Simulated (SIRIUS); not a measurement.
Input and output of a self-consistent single point for SiC (P6_3mc, 4 atoms in the cell; from Materials Project mp-7140, changed as shown) (SIRIUS).

All values come from this method and carry its errors: PBE, PseudoDojo 0.5 standard norm-conserving PBE (tails mended) pseudopotentials (plane waves; SIRIUS).

The change in words: volume scaled by 1.01. Reference geometry (P6_3mc):
```
SiC
1.0
    3.07351     0.00000     0.00000
   -1.53676     2.66174     0.00000
    0.00000     0.00000     5.04525
Si C
2 2
Direct
  0.33333   0.66667   0.49960
  0.66667   0.33333   0.99960
  0.33333   0.66667   0.87540
  0.66667   0.33333   0.37540
```

Reference input (self-consistent single point, DFT, PBE, plane waves, PseudoDojo 0.5 standard norm-conserving PBE (tails mended) pseudopotentials): parameters.ngridk = 10 10 6; parameters.xc_functionals = [XC_GGA_X_PBE, XC_GGA_C_PBE]; parameters.gk_cutoff = 9.055 1/bohr; parameters.pw_cutoff = 18.111 1/bohr; parameters.smearing = gaussian; parameters.smearing_width = 0.0001 Ha; potentials = PseudoDojo 0.5 standard norm-conserving PBE (tails mended) pseudopotentials; parameters.electronic_structure_method = pseudopotential; parameters.num_bands = 12; parameters.num_mag_dims = 0; parameters.num_dft_iter = 100; parameters.energy_tol = 1e-07 Ha. This run's input differs from it in these lines:

```diff
@@ -32,7 +32,7 @@
     "lattice_vectors": [
-      [1.0000000243, 0.0, 0.0],
-      [-0.5000000122, 0.8660255098, 0.0],
-      [0.0, 0.0, 1.6415271539]
+      [1.000000042, 0.0, 0.0],
+      [-0.500000021, 0.8660254862, 0.0],
+      [0.0, 0.0, 1.6415271856]
     ],
-    "lattice_vectors_scale": 5.808092,
+    "lattice_vectors_scale": 5.827386,
     "atom_coordinate_units": "A",
@@ -45,8 +45,8 @@
       "Si": [
-        [-1.5368e-06, 1.7744928872, 2.5206069],
-        [1.5367565368, 0.8872451128, 5.0432319]
+        [-1.5419e-06, 1.7803875569, 2.528980196],
+        [1.5418615419, 0.8901924431, 5.059985196]
       ],
       "C": [
-        [-1.5368e-06, 1.7744928872, 4.41661185],
-        [1.5367565368, 0.8872451128, 1.89398685]
+        [-1.5419e-06, 1.7803875569, 4.431283554],
+        [1.5418615419, 0.8901924431, 1.900278554]
       ]
```

The program printed (abridged):

```
[find] density tolerance         : 1e-06
[find] total energy tolerance    : 1e-07
[find] iter_solver_tol (initial) : 0.01
[find] iter_solver_tol (target)  : 1e-13
[find] num_dft_iter              : 100
Charges and magnetic moments
--------------------------------------------------------------------------------
total charge          : 16.000000
[find] | SCF iteration   0 out of 100|
[diagonalize] iterative solver tolerance (occupied, empty): 0.01 0.01
[diagonalize] average number of iterations: 3.17857
[find] Charges and magnetic moments
[find] total charge          : 16.000000
[find] Energy
   [... lines left out ...]

[find] Charges and magnetic moments
[find] total charge          : 16.000000
[find] Energy
[find] smearing (-TS)                 :       0.00000000
[find] Total energy                   :     -20.53964056 (Ha),     -41.07928113 (Ry)
[find] Free energy (E-TS)             :     -20.53964056 (Ha),     -41.07928113 (Ry)
[find] band gap (eV)                  :       2.45003778
[find] Efermi                         :       0.39727705
[find] iteration : 21, RMS (target) : 5.7859e-07 (1.0000e-06) , energy difference (target) : -1.0349e-11 (1.0000e-07)
[find] bands are converged : true
[find] iterative solver converged : false
[find] converged after 22 SCF iterations!
[find] Charges and magnetic moments
[find] total charge          : 16.000000
[find] Energy
[find] smearing (-TS)                 :       0.00000000
[find] Total energy                   :     -20.53964056 (Ha),     -41.07928113 (Ry)
[find] Free energy (E-TS)             :     -20.53964056 (Ha),     -41.07928113 (Ry)
[find] band gap (eV)                  :       2.45003778
[find] Efermi                         :       0.39727705
[ground_state] === stress tensor components [kbar] ===
[ground_state] === stress_total ===
[ground_state]   -17.129570    0.000000    0.000000
[ground_state]     0.000000  -17.129568   -0.000000
[ground_state]     0.000000   -0.000000  -15.583555
[ground_state] ==== total Forces in Ha/bohr =====
[ground_state] atom:    0, force:      -0.0000000     -0.0000000      0.0000460
[ground_state] atom:    1, force:      -0.0000000      0.0000000      0.0000460
[ground_state] atom:    2, force:      -0.0000000     -0.0000000     -0.0000460
[ground_state] atom:    3, force:       0.0000000      0.0000000     -0.0000460
```

The run converged in 22 iterations. SIRIUS prints the stress tensor with tension positive. Against the reference run the free energy falls by 1.8 meV/atom, the pressure goes from 3.88 to 1.66 GPa, the largest force hardly changes (0.004 to 0.002 eV/Å) and the gap on the mesh goes from 2.434 to 2.450 eV.

The structure comes from a collection of computed structures, made at another level of theory; the collection holds predicted forms beside known ones.

Cost on one core: very roughly 80 core-seconds.

The gap that the log prints is read on the run's mesh, which can miss the band edges or a crossing.

“Tails mended”: in these copies of the files the far tail of each local potential was reset to the Coulomb form.
